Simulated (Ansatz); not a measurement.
PtRhN2:
```yaml
crystal:
  lattice:
    - [1.46092, 0.84346, 6.18008]
    - [-1.46092, 0.84346, 6.18008]
    - [0.00000, -1.68692, 6.18008]
  atoms:
    - { symbol: Rh, position: [0.50000, 0.50000, 0.50000] }
    - { symbol: Pt, position: [0.00000, 0.00000, 0.00000] }
    - { symbol: N, position: [0.89548, 0.89548, 0.89548] }
    - { symbol: N, position: [0.10452, 0.10452, 0.10452] }
```

Relaxed with r²SCAN. Special points in fractions of this cell's reciprocal vectors: Γ (0.000, 0.000, 0.000); T (0.500, 0.500, 0.500); H2 (0.821, 0.179, 0.500); H0 (0.500, -0.179, 0.179); L (0.500, 0.000, 0.000); S0 (0.340, -0.340, 0.000); S2 (0.660, 0.000, 0.340); F (0.500, 0.000, 0.500).

**Question.** List the band energies nearest the Fermi level at these points for the program Ansatz at the r²SCAN level (PAW).

**Answer.** In eV from the Fermi level; about four levels below and three above (degenerate sets whole), none deeper than 8.9 eV; … stands for higher levels left out; points with the same levels are listed once.

| k | below | above |
|---|---|---|
| Γ | -1.90 -1.90 -0.92 -0.92 | 4.48 4.48 … |
| T | -3.13 -3.13 -2.42 -2.42 -0.54 | 0.77 0.77 3.64 3.64 |
| H2 | -1.50 -1.29 -0.65 0.00 | 1.76 3.57 3.71 |
| L | -1.13 -0.36 -0.18 -0.04 | 2.12 3.01 3.66 |
| S0 | -2.44 -1.35 -1.34 -0.76 | 0.10 1.73 3.60 |
| F | -2.22 -2.07 -1.13 -0.36 | 0.14 1.74 3.33 |

Space group R-3m. The start of the workflow was typed in or built on a structure type; neither database checked (COD, Materials Project) lists it. Its standing as an ambient phase is unchecked. Symmetry was held in the r²SCAN relaxation; whether a distortion lowers the energy is not shown. The workflow began spin-polarised and lost its moments. Its formation energy is positive at this level, so the cell may be metastable or incomplete. Spin–orbit coupling is left out wherever it is not named.

Potentials: the later of the program's two PAW sets.
